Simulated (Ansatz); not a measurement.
Given:

Ga3Mo in space group I4/mmm (No. 139; Ga on 2b, Ga on 4d, Mo on 2a), a = b = 3.7534 Å, c = 8.4948 Å, α = β = γ = 90.00°; the cell used has 4 atoms.

This is the r²SCAN-relaxed structure.

### Question
All from the program Ansatz at the r²SCAN level (PAW), unless another level is named. Give the density of states at the Fermi level.

### Answer
0.69 states/eV per atom (mean over ±0.08 eV).

### Question
Give the formation energy from the elements (no fitted shifts).

### Answer
-5.3 kJ/mol of atoms.

A made-up cell: these elements were put on the sites of a structure type; neither database checked (COD, Materials Project) lists it. Whether it is the stable phase at ambient conditions was not checked. The cell was relaxed with r²SCAN under the symmetry of its start; whether a distortion lowers the energy is not shown. No spin polarisation was allowed. Axis ratios of metals converge slowly with the k-mesh, so a and c are less sure than the volume. The references are the lowest solids computed at this level, not always the standard phases. Spin–orbit coupling is left out wherever it is not named.

Potentials: the earlier of the program's two PAW sets.
